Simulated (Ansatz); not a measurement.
CaH2O2:
```yaml
crystal:
  lattice:
    - [3.49785, 0.00000, 0.00000]
    - [-1.74893, 3.02923, 0.00000]
    - [0.00000, 0.00000, 4.61807]
  atoms:
    - { symbol: Ca, position: [0.00000, 0.00000, 0.00000] }
    - { symbol: H, position: [0.66667, 0.33333, 0.54216] }
    - { symbol: H, position: [0.33333, 0.66667, 0.45784] }
    - { symbol: O, position: [0.66667, 0.33333, 0.75391] }
    - { symbol: O, position: [0.33333, 0.66667, 0.24609] }
```

Tensor components refer to the Cartesian frame of this cell.

**Question.** Give the high-frequency dielectric tensor and the Born effective charge tensors of the independent atoms from DFPT, plane-wave PAW LDA (Ansatz code).

**Answer.** 
ε∞:
```
2.97  0.00  0.00
0.00  2.97  0.00
0.00  0.00  2.75
```
Z* of atom 1 (Ca), rows: field, columns: displacement, in e:
```
2.42  0.00  0.00
0.00  2.42  0.00
0.00  0.00  2.10
```
Z* of atom 2 (H), rows: field, columns: displacement, in e:
```
0.46  0.00  0.00
0.00  0.46  0.00
0.00  0.00  0.42
```
Z* of atom 4 (O), rows: field, columns: displacement, in e:
```
-1.67   0.00   0.00
 0.00  -1.67   0.00
 0.00   0.00  -1.47
```

Static charges for comparison (Bader): Ca1 +1.54, H2 +0.57, O4 -1.34 e. Born charges measure polarisation by displacement and can exceed these by far.

Space group P-3m1. The workflow started from a Materials Project entry (that database holds measured and hypothetical structures alike); the Crystallography Open Database files this formula in space group No. 164, but the cells were not matched. Its standing as an ambient phase is unchecked. The cell was relaxed with LDA under the symmetry of its start; its stability against distortions is not shown here. A crystal of weakly bound layers computed without a dispersion correction: the cell and the soft elastic constants depend strongly on that.

Potentials: the later of the program's two PAW sets.
